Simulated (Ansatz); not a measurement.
Calculated quadrupolar parameters for SnO at a changed volume

The cell is a measured structure from the Crystallography Open Database (COD), relaxed with PBE at fixed cell and then changed (volume scaled by 1.04, ions relaxed).

```
CELL_PARAMETERS angstrom
3.84859 0.00000 0.00000
0.00000 3.84859 0.00000
0.00000 0.00000 4.90450
ATOMIC_POSITIONS crystal
Sn 0.50000 0.00000 0.23642
Sn 0.00000 0.50000 0.76358
O 0.00000 0.00000 0.00000
O 0.50000 0.50000 0.00000
```

Sites (sets of like atoms) are named by element and the number of their first atom in this list.

The numbers come from a DFT calculation in Ansatz (PBE, plane waves and PAW, scalar-relativistic, 420 eV cutoff, Γ-centred 12×12×10 k-points, Fermi–Dirac smearing 0.05 eV).

V_zz is the principal component of the electric field gradient with the largest magnitude, η = (V_xx − V_yy)/V_zz and C_Q = eQV_zz/h. ν_Q = 3|C_Q|/[2I(2I − 1)].

17O: I = 5/2, Q = -25.58 mb. Q values from Pyykkö, Mol. Phys. 116, 1328 (2018).

Problem. Which values are expected at the nuclei?

Solution. 

```tsv
site	atoms (order as listed)	first shell	C_Q (MHz)	η	ν_Q (MHz)
O	3, 4	4 Sn at 2.25 Å	-0.027	0.00	0.004
```

An axis of threefold or higher order runs through O, so V_zz lies along it and η is zero.

Sn has no stable isotope with a ground-state quadrupole moment in the table, so these sites are left out.

Without spin–orbit coupling (the program notes it for Sn) the gradients can shift somewhat, as the gap is small. With a gap of 0.21 eV under a smearing of 0.05 eV the band edges are partly filled, so small gradients can hang on the smearing and the k-mesh.
